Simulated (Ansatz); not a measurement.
Bulk modulus by a P(V) fit from LDA minus that from r²SCAN (% of the latter), each on its own relaxed cell (Ansatz, a first-principles code, plane waves, PAW; no spin–orbit coupling, no Hubbard U), over 63 phases of the class «intermetallics»: what sign and size do you expect?

Mean 11 %, median 10 %, mean absolute 11 %; eight in ten lie between 3 and 19 %, and 100 % are above zero.

Some cases that may be named, with their rank among the 63 from the lowest: NbAl3, I4/mmm (Al on 2b, Al on 4d, Nb on 2a) 2 % (rank 1); Al2Ru, Fddd (Al on 16f, Ru on 8b) 3 % (rank 2); MgRh, CsCl type 10 % (rank 31); LuBi, rock salt 10 % (rank 32); SnAu5, R32 (Sn on 3a, Au on 6c, Au on 9e) 24 % (rank 62); InAg3, Cu3Au type 33 % (rank 63).

The phases are those computed here (of each formula those with measured values and the lowest at some level), not a balanced benchmark, and neither functional is the truth. Pairs that end in unlike spin orders or unlike minima (c/a over 6 % apart, 30 % for weakly bound crystals), magnets with 4f shells, solids of gases and phases set aside for tests are left out.

Standing as an ambient phase not checked: NbAl3, I4/mmm (Al on 2b, Al on 4d, Nb on 2a); Al2Ru, Fddd (Al on 16f, Ru on 8b); LuBi, rock salt; MgRh, CsCl type; SnAu5, R32 (Sn on 3a, Au on 6c, Au on 9e); InAg3, Cu3Au type. All cells were relaxed under the symmetry of their starts (and spin orders); stability against distortions was not tested throughout. Named crystals with no word on spin ran without spin polarisation. Spin–orbit coupling is left out wherever it is not named.

Potentials: the later of the program's two PAW sets.

Ansatz is a plane-wave DFT program.
